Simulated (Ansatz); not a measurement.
Each is relaxed and computed with PBE (plane waves, PAW; program Ansatz). Which alone has a direct gap?
(A) GaP, P6_222 (Ga on 3c, P on 3d)
(B) SiC, wurtzite
(C) GaN, wurtzite
(D) BN, Pm-3n (B on 6c, N on 6d)

C, GaN, wurtzite. GaN: gap 1.71 eV (direct); BN: gap 4.55 eV (indirect); SiC: gap 2.31 eV (indirect); GaP: gap 0.25 eV (indirect). Constructed cells (a structure type filled with these elements, in neither database checked): GaP, P6_222 (Ga on 3c, P on 3d). Typed or built starts, not in the databases checked: BN, Pm-3n (B on 6c, N on 6d). Not the usual ambient phase: BN, Pm-3n (B on 6c, N on 6d); GaP, P6_222 (Ga on 3c, P on 3d). All cells were relaxed under the symmetry of their starts (and spin orders); stability against distortions was not tested throughout. Scalar-relativistic: spin–orbit coupling is off unless named, which matters more the heavier the elements.

Potentials: the later of the program's two PAW sets.
